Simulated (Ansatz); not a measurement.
Polymorphs of SiGe, each relaxed with r²SCAN in the plane-wave PAW code Ansatz:

A: Pmma, a = 3.923 Å, b = 3.928 Å, c = 5.543 Å, α = β = γ = 90.00°

B: P4/nmm, a = b = 3.8061 Å, c = 5.8432 Å, α = β = γ = 90.00°

C: wurtzite (P6_3mc), a = b = 3.904 Å, c = 6.454 Å, α = β = 90.00°, γ = 120.00°

D: P4_2/mmc, a = b = 3.5914 Å, c = 6.5927 Å, α = β = γ = 90.00°

E: R-3m, a = 2.875 Å, b = 2.875 Å, c = 14.151 Å, α = 90.00°, β = 90.00°, γ = 120.00°

**Question.** Order them by energy per atom at 0 K (lowest first) at the level r²SCAN.

**Answer.** A (+0 meV/atom), C (+17 meV/atom), B (+495 meV/atom), D (+637 meV/atom), E (+740 meV/atom)

**Question.** Give each one's gap.

**Answer.** A 0.58 eV; B no gap; C 0.66 eV; D no gap; E no gap.

Constructed cells (a structure type filled with these elements, in neither database checked): B; D. Typed or built starts, not in the databases checked: A; E. Standing as an ambient phase not checked: C. Weakly bound layers, chains or molecules computed without a dispersion correction, so cells and soft constants are ill determined: B. All cells were relaxed under the symmetry of their starts (and spin orders); stability against distortions was not tested throughout. Spin–orbit coupling is left out wherever it is not named.

Energies hold the estimated change up to a 700 eV cutoff; steps of a few meV lie near the error of the meshes.

Potentials: the later of the program's two PAW sets.
